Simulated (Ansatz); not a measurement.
Task: Name crystals whose computed values (the program Ansatz at the PBEsol level (PAW)) fall in these windows: highest Γ mode, no LO–TO term (cm⁻¹) 200 to 270; B₀ by P(V) fit (GPa) 50 to 69.

Result: 

```tsv
crystal	highest Γ mode, no LO–TO term (cm⁻¹)	B₀ by P(V) fit (GPa)
Ga, α-Ga	236	59.8
SnO, zinc blende	204	66.4
Sc, dhcp (α-La type)	215	54.7
GaSb, zinc blende	219	51.6
ZnSe, P4_2/mnm (Zn on 4g, Se on 4f)	233	58.1
```
Others may fit too.

Built on a structure type that need not be the filed one of that space group: Sc, dhcp (α-La type). Typed or built starts, not in the databases checked: SnO, zinc blende; ZnSe, P4_2/mnm (Zn on 4g, Se on 4f). Not the usual ambient phase: SnO, zinc blende; Sc, dhcp (α-La type); ZnSe, P4_2/mnm (Zn on 4g, Se on 4f). Unstable at this level: SnO, zinc blende. All cells were relaxed under the symmetry of their starts (and spin orders); stability against distortions was not tested throughout. Named crystals with no word on spin ran without spin polarisation. Scalar-relativistic: spin–orbit coupling is off unless named, which matters more the heavier the elements.

Potentials: the earlier of the program's two PAW sets. The files were generated under PBE; for other functionals the program regenerates the frozen cores, and for LDA and PBEsol the local potential too.
